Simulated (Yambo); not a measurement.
Yambo run on RbO (space group Immm, No. 71). The wavefunctions come from this Quantum ESPRESSO step (PBEsol, PseudoDojo standard norm-conserving files, scalar-relativistic):

```
&CONTROL
  calculation = 'nscf'
  pseudo_dir = './pseudo'
  outdir = './out'
/
&SYSTEM
  ibrav = 0
  nat = 4
  ntyp = 2
  ecutwfc = 84.0
  ecutrho = 336.0
  occupations = 'fixed'
  force_symmorphic = .true.
  nbnd = 127
/
&ELECTRONS
  conv_thr = 4e-09
  diago_full_acc = .true.
  diago_thr_init = 1e-08
/
ATOMIC_SPECIES
O 15.9990 O.upf
Rb 85.4678 Rb.upf
CELL_PARAMETERS angstrom
 -2.078689189000   2.964548542000   3.505150286000
  2.078689189000  -2.964548542000   3.505150286000
  2.078689189000   2.964548542000  -3.505150286000
ATOMIC_POSITIONS crystal
O   0.625954323300   0.000000000000   0.625954323300
O   0.374045676700  -0.000000000000   0.374045676700
Rb   0.257356202300   0.257356202300   0.000000000000
Rb   0.742643797700   0.742643797700   0.000000000000
K_POINTS automatic
4 4 4 0 0 0
```

Yambo input:

```
rim_cut
gw0
dyson
el_el_corr
HF_and_locXC
ppa
em1d
RandQpts= 1000000
RandGvec= 1 Ry
EXXRLvcs= 84 Ry
VXCRLvcs= 336 Ry
Chimod= "HARTREE"
% BndsRnXp
 1 | 126 |
%
NGsBlkXp= 7 Ry
% LongDrXp
 1.0 | 1.0 | 1.0 |
%
PPAPntXp= 27.2114 eV
% GbndRnge
 1 | 126 |
%
GTermKind= "BG"
DysSolver= "n"
ExtendOut
% QPkrange
 1 | 1 | 15 | 16 |
 8 | 8 | 15 | 16 |
%
```

k points by index: 1 = Γ, 8 = (0, -0.5, 0).

The o-*.qp file then holds:

```
#    K-point    Band    Eo [eV]    E [eV]    E-Eo [eV]    Vxc [eV]    Vnlxc [eV]    Sc|Eo [eV]    Sc|E [eV]    dSc/dw|Eo [eV]    Re(Z)    Im(Z)
#
    1    15    0.000000    -1.238138    -1.238138    -19.39521    -25.19146    4.229931    4.558105    -7.211716    0.790496    -0.001295
    1    16    1.957897    2.588911    0.631015    -7.746806    -3.874879    -3.147813    -3.240912    -4.014203    0.871444    -0.845231E-3
    8    15    -0.358117    -1.646527    -1.288409    -18.49264    -24.22607    4.107432    4.445016    -7.129094    0.792398    -0.001239
    8    16    3.265059    3.901565    0.636506    -7.049637    -3.225805    -3.095738    -3.187326    -3.915468    0.874209    -0.809867E-4
```
(The two width columns are left out.) Convergence of these settings isn't established.

Geometry relaxed with PBEsol.
